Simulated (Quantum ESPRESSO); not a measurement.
# Ti3Al2RuZrPd: finding a planted mistake in a log

A calculation, not a measurement. The program is pw.x of Quantum ESPRESSO 7.5 (plane-wave density functional theory). The cell is made up: eight metal atoms on a hexagonal close-packed lattice, with elements, volume, strain and displacements drawn at random and not relaxed, so it may be unstable or far from any real phase. PseudoDojo standard norm-conserving files set the functional (PBE unless stated); there is no spin polarisation or spin-orbit coupling, the Fermi-Dirac width of 0.25 eV means electrons at about 2900 K, and the masses in the input are unused placeholders. A spin test at this wide smearing found no moment, but such smearing suppresses magnetism that the real alloy may have.

Intended input:

```
&control calculation='scf', pseudo_dir='./dojo.nc.sr.pbe.v0_5.standard.upf', outdir='./o', disk_io='minimal', tprnfor=.true., tstress=.true. /
&system ibrav=0, nat=8, ntyp=5, nbnd=60, ecutwfc=84.00895049, nosym=.true., tot_charge=0,
 occupations='smearing', smearing='fd', degauss=0.0183746611
/
&electrons conv_thr=1.470e-08, electron_maxstep=70, mixing_beta=0.5 /
ATOMIC_SPECIES
Al 1.0 Al.upf
Pd 1.0 Pd.upf
Ru 1.0 Ru.upf
Ti 1.0 Ti.upf
Zr 1.0 Zr.upf
CELL_PARAMETERS angstrom
-2.9566 0.0517 0.0063
-0.0895 5.0991 0.07
1.5442 -2.7104 -9.8382
ATOMIC_POSITIONS angstrom
Ti -0.0169 -0.1218 -0.0447
Al -0.0017 1.6935 -2.3509
Ru -0.0903 0.0812 -4.9017
Ti -0.002 1.4915 -7.2829
Zr -1.5969 2.6181 0.1198
Al -1.6571 4.2628 -2.3167
Pd -1.3653 2.4514 -4.9023
Ti -1.4023 -0.8271 -7.3329
K_POINTS automatic
8 5 3 1 1 1
```

The log is shortened where brackets say so; the opening notice, blank lines, dates and the lines on written files are dropped, and the path of the files is cut. It prints rydbergs, bohrs and kilobars, and counts compression as positive stress. Its total energy is the free energy E - TS of the whole cell.

Log of the intended run:

```
     Program PWSCF v.7.5
     Parallel version (MPI & OpenMP), running on       4 processor cores
     Number of MPI processes:                 4
     Threads/MPI process:                     1
     [start-up lines left out]
     bravais-lattice index     =            0
     lattice parameter (alat)  =       5.5880  a.u.
     unit-cell volume          =     996.5382 (a.u.)^3
     number of atoms/cell      =            8
     number of atomic types    =            5
     number of electrons       =        88.00
     number of Kohn-Sham states=           60
     kinetic-energy cutoff     =      84.0090  Ry
     charge density cutoff     =     336.0358  Ry
     scf convergence threshold =      1.5E-08
     mixing beta               =       0.5000
     number of iterations used =            8  plain     mixing
     Exchange-correlation= PBE
                           (   1   4   3   4   0   0   0)
     [axes and pseudopotential details left out]
   Cartesian axes
     site n.     atom                  positions (alat units)
         1        Ti     tau(   1) = (  -0.0057151  -0.0411896  -0.0151164  )
         2        Al     tau(   2) = (  -0.0005749   0.5726975  -0.7950130  )
         3        Ru     tau(   3) = (  -0.0305371   0.0274597  -1.6576269  )
         4        Ti     tau(   4) = (  -0.0006763   0.5043863  -2.4628865  )
         5        Zr     tau(   5) = (  -0.5400299   0.8853730   0.0405132  )
         6        Al     tau(   6) = (  -0.5603879   1.4415676  -0.7834474  )
         7        Pd     tau(   7) = (  -0.4617088   0.8289994  -1.6578298  )
         8        Ti     tau(   8) = (  -0.4742212  -0.2797036  -2.4797952  )
     number of k points=    60  Fermi-Dirac smearing, width (Ry)=  0.0184
                       cart. coord. in units 2pi/alat
        k(    1) = (  -0.0616578   0.0579493  -0.0757375), wk =   0.0333333
        k(    2) = (  -0.0612772   0.0551939   0.1254607), wk =   0.0333333
     [further k points left out]
     Dense  grid:   103629 G-vectors     FFT dimensions: (  36,  60, 120)
     Estimated max dynamical RAM per process >     347.43 MB
     Estimated total dynamical RAM >       1.28 GB
     Initial potential from superposition of free atoms
     starting charge      87.9870, renormalised to      88.0000
     Starting wfcs are   67 randomized atomic wfcs
     total cpu time spent up to now is        5.7 secs
     per-process dynamical memory:   282.9 Mb
     Self-consistent Calculation
     iteration #  1     ecut=    84.01 Ry     beta= 0.50
     Davidson diagonalization with overlap
     ethr =  1.00E-02,  avg # of iterations =  2.3
     total cpu time spent up to now is       17.3 secs
     total energy              =    -899.71762828 Ry
     estimated scf accuracy    <      56.81162356 Ry
     iteration #  2     ecut=    84.01 Ry     beta= 0.50
     Davidson diagonalization with overlap
     ethr =  1.00E-02,  avg # of iterations =  8.9
     total cpu time spent up to now is       42.3 secs
     total energy              =    -893.69873439 Ry
     estimated scf accuracy    <     800.69836055 Ry
     [iterations 3 to 24 left out]
     iteration # 25     ecut=    84.01 Ry     beta= 0.50
     Davidson diagonalization with overlap
     ethr =  3.07E-11,  avg # of iterations =  2.0
     total cpu time spent up to now is      298.2 secs
     total energy              =    -939.85001364 Ry
     estimated scf accuracy    <       0.00000011 Ry
     iteration # 26     ecut=    84.01 Ry     beta= 0.50
     Davidson diagonalization with overlap
     ethr =  3.07E-11,  avg # of iterations =  1.0
     total cpu time spent up to now is      307.1 secs
     End of self-consistent calculation
     [lines on levels left out]
!    total energy              =    -939.85001365 Ry
     estimated scf accuracy    <          3.3E-10 Ry
     smearing contrib. (-TS)   =      -0.13920127 Ry
     internal energy E=F+TS    =    -939.71081237 Ry
     The total energy is F=E-TS. E is the sum of the following terms:
     one-electron contribution =    -563.27493858 Ry
     hartree contribution      =     313.93983065 Ry
     xc contribution           =    -152.85753538 Ry
     ewald contribution        =    -537.51816906 Ry
     convergence has been achieved in  26 iterations
     Forces acting on atoms (cartesian axes, Ry/au):
     atom    1 type  4   force =    -0.00138295    0.03480071    0.01211513
     atom    2 type  1   force =    -0.00884405   -0.01118483   -0.04356859
     atom    3 type  3   force =     0.01028727   -0.01972441   -0.00583738
     atom    4 type  4   force =     0.00598899    0.02778642    0.04592884
     atom    5 type  5   force =     0.01382570   -0.03490072   -0.03175748
     atom    6 type  1   force =     0.00682130    0.01244838   -0.05190467
     atom    7 type  2   force =    -0.01386239    0.01885242    0.00618396
     atom    8 type  4   force =    -0.01283386   -0.02807796    0.06884017
     Total force =     0.136011     Total SCF correction =     0.000094
     Computing stress (Cartesian axis) and pressure
          total   stress  (Ry/bohr**3)                   (kbar)     P=      -69.26
  -0.00030485   0.00007457  -0.00001723          -44.84       10.97       -2.53
   0.00007457  -0.00017469   0.00001044           10.97      -25.70        1.54
  -0.00001723   0.00001044  -0.00093287           -2.53        1.54     -137.23
     init_run     :      5.31s CPU      5.53s WALL (       1 calls)
     electrons    :    300.32s CPU    301.43s WALL (       1 calls)
     forces       :      1.72s CPU      1.74s WALL (       1 calls)
     stress       :      5.82s CPU      5.82s WALL (       1 calls)
     [timing details left out]
     PWSCF        :   5m13.33s CPU   5m14.71s WALL
     JOB DONE.
```

A second run was made from an input with one planted mistake. Its log:

```
     Program PWSCF v.7.5
     Parallel version (MPI & OpenMP), running on       4 processor cores
     Number of MPI processes:                 4
     Threads/MPI process:                     1
     [start-up lines left out]
     bravais-lattice index     =            0
     lattice parameter (alat)  =       5.5215  a.u.
     unit-cell volume          =     961.3712 (a.u.)^3
     number of atoms/cell      =            8
     number of atomic types    =            5
     number of electrons       =        88.00
     number of Kohn-Sham states=           60
     kinetic-energy cutoff     =      84.0090  Ry
     charge density cutoff     =     336.0358  Ry
     scf convergence threshold =      1.5E-08
     mixing beta               =       0.5000
     number of iterations used =            8  plain     mixing
     Exchange-correlation= PBE
                           (   1   4   3   4   0   0   0)
     [axes and pseudopotential details left out]
   Cartesian axes
     site n.     atom                  positions (alat units)
         1        Ti     tau(   1) = (  -0.0057156  -0.0412067  -0.0151274  )
         2        Al     tau(   2) = (  -0.0005818   0.5726844  -0.7950091  )
         3        Ru     tau(   3) = (  -0.0305286   0.0274483  -1.6576464  )
         4        Ti     tau(   4) = (  -0.0006845   0.5044059  -2.4628887  )
         5        Zr     tau(   5) = (  -0.5400339   0.8853627   0.0405222  )
         6        Al     tau(   6) = (  -0.5603977   1.4415850  -0.7834411  )
         7        Pd     tau(   7) = (  -0.4617275   0.8289943  -1.6578518  )
         8        Ti     tau(   8) = (  -0.4742195  -0.2797197  -2.4797958  )
     number of k points=    60  Fermi-Dirac smearing, width (Ry)=  0.0184
                       cart. coord. in units 2pi/alat
        k(    1) = (  -0.0616568   0.0579501  -0.0757371), wk =   0.0333333
        k(    2) = (  -0.0612780   0.0551934   0.1254606), wk =   0.0333333
     [further k points left out]
     Dense  grid:    99981 G-vectors     FFT dimensions: (  36,  60, 120)
     Estimated max dynamical RAM per process >     336.09 MB
     Estimated total dynamical RAM >       1.24 GB
     Initial potential from superposition of free atoms
     starting charge      87.9870, renormalised to      88.0000
     Starting wfcs are   67 randomized atomic wfcs
     total cpu time spent up to now is        5.7 secs
     per-process dynamical memory:   274.2 Mb
     Self-consistent Calculation
     iteration #  1     ecut=    84.01 Ry     beta= 0.50
     Davidson diagonalization with overlap
     ethr =  1.00E-02,  avg # of iterations =  2.4
     total cpu time spent up to now is       17.4 secs
     total energy              =    -899.07985446 Ry
     estimated scf accuracy    <      57.78306879 Ry
     iteration #  2     ecut=    84.01 Ry     beta= 0.50
     Davidson diagonalization with overlap
     ethr =  1.00E-02,  avg # of iterations =  8.8
     total cpu time spent up to now is       42.9 secs
     total energy              =    -892.30941644 Ry
     estimated scf accuracy    <     819.81018460 Ry
     [iterations 3 to 20 left out]
     iteration # 21     ecut=    84.01 Ry     beta= 0.50
     Davidson diagonalization with overlap
     ethr =  3.48E-10,  avg # of iterations =  5.2
     total cpu time spent up to now is      261.4 secs
     total energy              =    -939.86277849 Ry
     estimated scf accuracy    <       0.00000006 Ry
     iteration # 22     ecut=    84.01 Ry     beta= 0.50
     Davidson diagonalization with overlap
     ethr =  7.17E-11,  avg # of iterations =  2.1
     total cpu time spent up to now is      271.6 secs
     End of self-consistent calculation
     [lines on levels left out]
!    total energy              =    -939.86277849 Ry
     estimated scf accuracy    <          8.1E-09 Ry
     smearing contrib. (-TS)   =      -0.13394547 Ry
     internal energy E=F+TS    =    -939.72883302 Ry
     The total energy is F=E-TS. E is the sum of the following terms:
     one-electron contribution =    -553.78946417 Ry
     hartree contribution      =     311.10250411 Ry
     xc contribution           =    -153.05505822 Ry
     ewald contribution        =    -543.98681473 Ry
     convergence has been achieved in  22 iterations
     Forces acting on atoms (cartesian axes, Ry/au):
     atom    1 type  4   force =    -0.00159130    0.03863471    0.01286777
     atom    2 type  1   force =    -0.00988576   -0.01173012   -0.04796922
     atom    3 type  3   force =     0.01263004   -0.02616810   -0.00208002
     atom    4 type  4   force =     0.00687230    0.03343569    0.04787841
     atom    5 type  5   force =     0.01466018   -0.03910300   -0.03498208
     atom    6 type  1   force =     0.00757045    0.01312098   -0.05781452
     atom    7 type  2   force =    -0.01635473    0.02497793    0.00927901
     atom    8 type  4   force =    -0.01390119   -0.03316809    0.07282065
     Total force =     0.150388     Total SCF correction =     0.000270
     Computing stress (Cartesian axis) and pressure
          total   stress  (Ry/bohr**3)                   (kbar)     P=      -36.70
  -0.00008055   0.00007864  -0.00001419          -11.85       11.57       -2.09
   0.00007864   0.00006856   0.00001004           11.57       10.09        1.48
  -0.00001419   0.00001004  -0.00073636           -2.09        1.48     -108.32
     init_run     :      5.32s CPU      5.52s WALL (       1 calls)
     electrons    :    264.85s CPU    265.85s WALL (       1 calls)
     forces       :      1.66s CPU      1.67s WALL (       1 calls)
     stress       :      5.55s CPU      5.55s WALL (       1 calls)
     [timing details left out]
     PWSCF        :   4m37.64s CPU   4m38.88s WALL
     JOB DONE.
```

Question: the log repeats what the program read. Compare it with the intended run: what was wrong in the second input?

Answer: the cell and the positions are scaled by a wrong factor. The input lines that differ:

```
- -2.9566 0.0517 0.0063
- -0.0895 5.0991 0.07
- 1.5442 -2.7104 -9.8382
+ -2.9214 0.0511 0.0062
+ -0.0884 5.0384 0.0692
+ 1.5258 -2.6781 -9.7211
- Ti -0.0169 -0.1218 -0.0447
- Al -0.0017 1.6935 -2.3509
- Ru -0.0903 0.0812 -4.9017
- Ti -0.002 1.4915 -7.2829
- Zr -1.5969 2.6181 0.1198
- Al -1.6571 4.2628 -2.3167
- Pd -1.3653 2.4514 -4.9023
- Ti -1.4023 -0.8271 -7.3329
+ Ti -0.0167 -0.1204 -0.0442
+ Al -0.0017 1.6733 -2.3229
+ Ru -0.0892 0.0802 -4.8434
+ Ti -0.002 1.4738 -7.1962
+ Zr -1.5779 2.5869 0.1184
+ Al -1.6374 4.2121 -2.2891
+ Pd -1.3491 2.4222 -4.844
+ Ti -1.3856 -0.8173 -7.2456
```

|  | intended run | run with the mistake |
| --- | --- | --- |
| free energy (eV) | -12787.311 | -12787.485 |
| entropy term -TS, part of it (eV) | -1.894 | -1.822 |
| pressure (GPa) | -6.93 | -3.67 |
| size of the largest force component (eV/Å) | 1.770 | 1.872 |
| largest change of a force component (eV/Å) |  | 0.166 |
| iterations | 26 | 22 |

For scale, a rerun of the intended cell at a higher cutoff and on a denser mesh moved values by no more than 0.006 eV in energy, 0.04 GPa in stress and 0.006 eV/Å in force, and a second program with other atomic files agreed on that cell to 2 % rms in force and 0.5 GPa in pressure.